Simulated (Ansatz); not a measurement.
## BN (P6_3mc), an elastic constant from a strain scan

These are results of Ansatz 0.2.0, DFT PBE, scalar-relativistic, plane waves, PAW, not measurements. Cutoff 420 eV, Γ-centred 12×12×6 k-points, Gaussian smearing of 0.05 eV. No spin polarisation. Energies are free energies at this smearing, counted from the undisturbed cell; pressure is positive in compression.

Zero of the scan (as given, not relaxed at this level; it stands at 0.0 GPa; this wurtzite form isn't the usual structure):

```
CELL_PARAMETERS angstrom
2.55394 0.00000 0.00000
-1.27697 2.21178 0.00000
0.00000 0.00000 4.22685
ATOMIC_POSITIONS crystal
B 0.66667 0.33333 0.99972
B 0.33333 0.66667 0.49972
N 0.66667 0.33333 0.62528
N 0.33333 0.66667 0.12528
```

The cell is strained by ε times the Voigt pattern (0, 0, 0, 0, 0, 1) (xx, yy, zz, yz, xz, xy; engineering shear) with fractional coordinates fixed. The cell holds 4 atoms in V0 = 23.88 Å³. The stress column is τ = (1/V0) dE/dε, got from the stress tensor σ (compression positive) at each point as −det(1 + εP) σ : P(1 + εP)⁻¹, with P the pattern as a tensor.

| ε | ΔE (meV/atom) | τ (GPa) |
| --- | --- | --- |
| -0.0175 | 2.316 | -7.125 |
| -0.0150 | 1.706 | -6.108 |
| -0.0125 | 1.189 | -5.090 |
| -0.0100 | 0.765 | -4.072 |
| -0.0075 | 0.434 | -3.055 |
| -0.0050 | 0.197 | -2.036 |
| -0.0025 | 0.055 | -1.018 |
| 0.0000 | 0.000 | 0.000 |
| 0.0025 | 0.055 | 1.018 |
| 0.0050 | 0.197 | 2.036 |
| 0.0075 | 0.434 | 3.055 |
| 0.0100 | 0.765 | 4.072 |
| 0.0125 | 1.189 | 5.090 |
| 0.0150 | 1.706 | 6.108 |
| 0.0175 | 2.316 | 7.125 |
| 0.0200 | ? | ? |

**Question.** Which combination of elastic constants does this scan measure, and how large is it?

**Answer.** For small ε, τ = τ0 + Kε with K = pᵀCp, which for this pattern is C66 in the Cartesian frame shown. The parabola through τ at ε = -0.0025, 0 and 0.0025 has slope K = 407 GPa at zero. The energies per cell, E = NΔE, of the wider pair ε = ±0.0175 give K = 2[E(ε₊)/ε₊ − E(ε₋)/ε₋]/[(ε₊ − ε₋)V0] = 406 GPa, in agreement. These are clamped-ion values.

**Question.** Predict the withheld row at ε = 0.0200 from the harmonic law, and compare.

**Answer.** ΔE = V0(τ0 ε + Kε²/2)/N = 3.034 meV/atom and τ = 8.14 GPa. The calculation gives 3.037 meV/atom and 8.14 GPa, a miss of 0.01 meV/atom at most, so the harmonic law still holds here.

Forces appear on the atoms along this scan, and letting them relax would lower the energy and soften the response.